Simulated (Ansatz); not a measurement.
Starting structure, 1 NH3 a cell, upright, over a top Ti site (Ti, P6_3/mmc (No. 194), (0 0 1) face):

```
Ti N H
1.0
     5.77293    0.00000    0.00000
    -2.88646    4.99950    0.00000
     0.00000    0.00000   26.46662
Ti N H
16 1 3
Direct
  0.33333 0.16667 0.30227
  0.33333 0.66667 0.30227
  0.83333 0.16667 0.30227
  0.83333 0.66667 0.30227
  0.16667 0.33333 0.38868
  0.16667 0.83333 0.38868
  0.66667 0.33333 0.38868
  0.66667 0.83333 0.38868
  0.33333 0.16667 0.47832
  0.33333 0.66667 0.47832
  0.83333 0.16667 0.47832
  0.83333 0.66667 0.47832
  0.16667 0.33333 0.56049
  0.16667 0.83333 0.56049
  0.66667 0.33333 0.56049
  0.66667 0.83333 0.56049
  0.22151 0.29848 0.68750
  0.07146 0.27451 0.71259
  0.39463 0.47420 0.69798
  0.16667 0.33333 0.65193
```

Level of theory: Ansatz, DFT PBE+D3(BJ), scalar-relativistic, plane waves, PAW. Plane waves to 420 eV, a k mesh through Γ of 4×4×1 on the computed 20-atom cell and Gaussian smearing (0.10 eV); no spin polarisation. The cell repeats along c with a dipole correction in the vacuum.

Atoms 1, 2, 3, 4, 5, 6, 7, 8 (counted from 1) are held. The cell is fixed. Force threshold 0.04 eV/Å.

(1) Where does it end?

The end is the local minimum or symmetric point that this start leads to. The slab is only 6.9 Å thick, so the energy isn't converged with thickness.

Answers

(1) The energy falls by 1.019 eV in 25 steps, to:

```xyz
20
Lattice="5.7729 0.0000 0.0000 -2.8865 4.9995 0.0000 0.0000 0.0000 26.4666" Properties=species:S:1:pos:R:3 pbc="T T T"
Ti    1.4432    0.8333    8.0000
Ti    0.0000    3.3330    8.0000
Ti    4.3297    0.8333    8.0000
Ti    2.8865    3.3330    8.0000
Ti    0.0000    1.6665   10.2870
Ti   -1.4432    4.1663   10.2870
Ti    2.8865    1.6665   10.2870
Ti    1.4432    4.1663   10.2870
Ti    1.4156    0.8498   12.6844
Ti   -0.0003    3.3007   12.6845
Ti    4.3581    0.8491   12.6845
Ti    2.8867    3.3328   12.5745
Ti    0.0001    1.6668   15.2096
Ti   -1.4833    4.1441   14.8003
Ti    2.8872    1.7122   14.8004
Ti    1.4830    4.1430   14.8004
N     0.0001    1.6687   17.4143
H    -0.6256    0.9294   17.7481
H     0.9536    1.4971   17.7475
H    -0.3276    2.5808   17.7462
```

Cost: 1 run of about 63 core-minutes, on Intel Xeon Platinum 8259CL (Skylake/Cascade Lake) (shared hosts).